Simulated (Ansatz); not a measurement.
input.yaml (Ansatz)

```yaml
crystal:
  lattice:
    - [2.5514697635, 0.0, 0.0]
    - [-1.2757348817, 2.2096376321, 0.0]
    - [0.0, 0.0, 4.5635111338]
  atoms:
    - { symbol: Cr, position: [0.3333333333, 0.6666666667, 0.25], spin: 1.5 }
    - { symbol: Cr, position: [0.6666666667, 0.3333333333, 0.75], spin: -1.5 }
hamiltonian:
  xc: pbesol
  pseudopotentials:
    kind: paw
    azcp:
      Cr: "pseudopotentials/Cr.paw.azcp"
basis:
  ecutwfc: 420
  fft_grid_basis: typed
kpoints:
  mp_grid: { grid: [16, 16, 8], shift: [0, 0, 0] }
magnetization:
  spin_polarized: true
scf:
  occupations: { method: fermi_dirac, width: 0.05 }
  lower_state_search: "off"
output:
  stress: true
  write_density: true
  write_potential: true
  elf: true
  volumetric_format: npy
```

Output

```
Warning: the record states the generating functional pbe (its physics header spells it `PBE`), which answers neither for hamiltonian.xc's functional nor for the pbesol family's — results may be inconsistent (PPs are generated against a specific XC)
Engine: ansatz 0.2.0, aarch64-unknown-linux-gnu
Pseudopotentials: kind: paw
Pseudopotential: Cr, paw, valence charge 14, recommended cutoff 420 eV (normal) 
Functional definition: PBEsol
  exchange = pbesol_x
  correlation = pbesol_c
Crystal: 2 atoms, lattice volume = 25.728 Å³
Basis set: ecut = 420 eV, 513 PW (Γ)
Bands: 20, of which v1, the nominal top of the filled ones, is band 14 counted from 1 (13 counted from 0)
Symmetry: 12 space group operations
Space group: P-6m2 (ITA 187), of the structure as read, at distance tolerance 3.0e-5 Å
Magnetic group: BNS 194.267 (UNI 1497), of the structure as read, at distance tolerance 3.0e-5 Å
k-points: 150 of 2048 (time reversal used)
Non-local potential: Cr, projectors of the file, l = 0: 3, l = 1: 2, l = 2: 3, l = 3: 1
PAW form: soft (Blöchl's): semilocal exchange-correlation on the pseudo side does not see the compensation charge
PAW frozen core: Cr, regenerated for the run's functional, and the local potential with it (the file was generated under x = pbe(κ = 0.804, μ = 0.2195149727645171), c = pbe(β = 0.06672455060314922))
PAW one-centre angular grid: Cr, 590 points (default); XC on 64 Gauss nodes
Initial density: superposition of atomic densities (chi_scale 0.1, normalization cell)
Starting moments: Σ|m| = 3 μB on 2 of 2 sites
Starting magnetic order: antiferromagnet; an inversion exchanges its spin sublattices: spin-degenerate at every k-point
Initial wavefunctions: pseudopotential atomic-orbital guess
Functional: x = pbesol(κ = 0.804, μ = 0.12345679012345678), c = pbesol(β = 0.046)
SCF iter   1: F=—  HF=-6700.634458 eV  |F-HF|=—  |Δ(HF+E_count)|=         —  Δρ=1.53e-1 (↑1.53e-1 ↓1.53e-1)  dr2=1.37e1  dr2_m=1.81e0  M=-0.000 μB ∫|m|=1.345 μB  β_m=0.30  ethr=3.10e-3  ⟨swp⟩=3.4  Hψ=20785  notcnv=0  defer=15
SCF iter   2: F=—  HF=-6698.015685 eV  |F-HF|=—  |Δ(HF+E_count)|=    2.62e0  Δρ=8.16e-2 (↑8.16e-2 ↓8.16e-2)  dr2=3.33e0  dr2_m=7.39e-1  M=-0.000 μB ∫|m|=1.432 μB  β_m=0.30  ethr=3.10e-3  ⟨swp⟩=2.1  Hψ=13732  notcnv=0  defer=148
SCF iter   3: F=—  HF=-6697.257098 eV  |F-HF|=—  |Δ(HF+E_count)|=   7.59e-1  Δρ=3.54e-2 (↑3.54e-2 ↓3.54e-2)  dr2=9.35e-2  dr2_m=2.35e-1  M=0.000 μB ∫|m|=1.567 μB  β_m=0.30  ethr=3.10e-3  ⟨swp⟩=2.6  Hψ=12194  notcnv=0  defer=144
SCF iter   4: F=—  HF=-6697.220516 eV  |F-HF|=—  |Δ(HF+E_count)|=   3.66e-2  Δρ=3.09e-2 (↑3.09e-2 ↓3.06e-2)  dr2=2.86e-2  dr2_m=2.15e-1  M=-0.000 μB ∫|m|=1.398 μB  β_m=0.30  ethr=3.34e-4  ⟨swp⟩=2.6  Hψ=13884  notcnv=0  defer=70
SCF iter   5: F=—  HF=-6697.233888 eV  |F-HF|=—  |Δ(HF+E_count)|=   1.34e-2  Δρ=2.58e-2 (↑2.40e-2 ↓2.58e-2)  dr2=2.67e-3  dr2_m=1.46e-1  M=0.000 μB ∫|m|=1.312 μB  β_m=0.30  ethr=1.02e-4  ⟨swp⟩=2.1  Hψ=10362  notcnv=0  defer=70
SCF iter   6: F=—  HF=-6697.250819 eV  |F-HF|=—  |Δ(HF+E_count)|=   1.69e-2  Δρ=2.30e-2 (↑2.30e-2 ↓2.17e-2)  dr2=1.27e-3  dr2_m=1.18e-1  M=0.000 μB ∫|m|=1.204 μB  β_m=0.30  ethr=9.53e-6  ⟨swp⟩=1.9  Hψ=7533  notcnv=0  defer=67
...
WARN: the starting moments were not kept: the SCF closed with an absolute magnetisation of 1.1e-5 μB, where they sum to 3 μB in size (2 sites). That is at most 0.1 of that sum. Measured as dr2_m measures the in/out step, that magnetisation stands 6.6e-11 eV from none, at or under the dr2_threshold of 1.0e-7 eV: it is no larger than a step whose dr2_m would equal this threshold. The system may hold no moment; this SCF shows only that its start led to no more than that. To try another start: raise the starting moments (crystal.atoms[].spin, magnetization.per_species, magnetization.initial_magnetization, or on a non-collinear deck that types none of these the spinor_matrix: blocks that start its atoms; where the total moment is fixed, keep their sum and leave initial_magnetization as it is; typed ones take the place of any that the run laid by itself, positive ones on a crystal's lanthanoids without a Hubbard term where scf.initial_density.shell_occupations: [] is typed) or, if the notice of its spin-set hold's release reads "site moments contracting" or "site moments show no strong build", lengthen the hold (scf.mixing.spin_hold: { on: { confirm: 4 } }; for m-r²SCAN on two components see the key's manual first). Each may lead to a state that holds a moment. A second SCF, from the converged charge density, with the starting moments and any scf.initial_density.shell_occupations laid on it anew, would have followed, and was not run: the deck does not ask for one (magnetization.retry_lost_moments is false, the default). To let it run, set magnetization.retry_lost_moments: true and run the deck again, where that key's refused combinations let it; where memory then withholds it, that run's warning says so.
SCF 1 converged in 23 iterations: F = -6697.336735 eV  dr2 = 7.71e-11
SCF converged after 23 iterations
Magnetization: -0.0000 μB (14.0000 up, 14.0000 down)
Absolute magnetization: 0.0000 μB (∫|ρ↑−ρ↓|, with the PAW one-centre terms)
Spin contamination: 0.0000 ħ² per cell (⟨S²⟩ above its minimum at these occupations)
Per-site moments (μB) at R_I (Å): [(-6.2991367966934265e-6, 1.0524812774249657), (-4.240893052586601e-6, 1.0524812774249657)]
Free energy (F): -6697.336735 eV
Harris-Foulkes:  -6697.336735 eV  (|F-HF|=6.28e-11)
Internal energy: -6697.306536 eV  (E = F + TS)
E sigma→0 (E₀):  -6697.321635 eV
Entropy (-TS):   -0.030199 eV (-15.099 meV/atom)
Fermi energy:    16.816976 eV
--- Per-component energies (eV) ---
  E_band       = -349.067861
  E_kinetic    = 682.352476
  E_local      = -2550.410614  (includes V_loc(G=0)·N_el)
  E_nonlocal   = 159.917426
  E_hartree    = 1094.557378
  E_xc         = -276.147629
  E_vxc        = -353.717509  (∫ρ·V_xc dr)
  E_paw        = -2333.383090  (= ΣΔE_a)
  E_vpaw       = -476.325003  (= ΣTr[D̂ρ^β])
  E_aug_tail   = 0.000723  (compensation charges beyond the density's cutoff)
  E_ewald      = -3474.513205
  E_core_change = 0.319999  (= ΣΔE_core)
  E_smearing   = -0.030199  (= −TS)
  E_closure    = 0.000000  (closes the sum)
  Σ components = -6697.336735   (vs F -6697.336735, Δ=0.00e0)
--- Stress (GPa, compression-positive) ---
      -23.853918      -0.000000       0.000000
       -0.000000     -23.853918       0.000000
        0.000000       0.000000     -21.323148
  P = ⅓ Tr σ = -23.0103 GPa (-230.103 kbar)
--- Band table (eV; the first three rows and the last of 300) ---
  k-point 0 ↑: bands = ["-54.4966", "-54.4090", "-26.1993", "-25.6763", "-25.5248", "-25.5248", "-25.4738", "-25.4738", "9.4802", "13.0050", "15.7538", "16.4879", "16.5282", "16.5282", "16.8245", "16.8245", "17.7889", "17.7889", "18.7955", "18.7955"]
  k-point 1 ↑: bands = ["-54.4933", "-54.4124", "-26.1798", "-25.6967", "-25.5229", "-25.5229", "-25.4757", "-25.4757", "9.6101", "12.9273", "15.7135", "16.2308", "16.5159", "16.5159", "16.7953", "16.7953", "17.8532", "17.8532", "18.7784", "18.7784"]
  k-point 2 ↑: bands = ["-54.4839", "-54.4219", "-26.1243", "-25.7545", "-25.5174", "-25.5174", "-25.4813", "-25.4813", "9.9892", "12.6383", "15.6055", "15.7410", "16.4974", "16.4974", "16.7200", "16.7200", "18.0189", "18.0189", "18.7202", "18.7202"]
  k-point 149 ↓: bands = ["-54.3171", "-54.3171", "-26.0579", "-26.0579", "-25.9431", "-25.9431", "-25.7429", "-25.7429", "14.5523", "14.5523", "15.0136", "15.0136", "15.7388", "15.7388", "17.1668", "17.1668", "18.8536", "18.8536", "24.0180", "24.0180"]
```
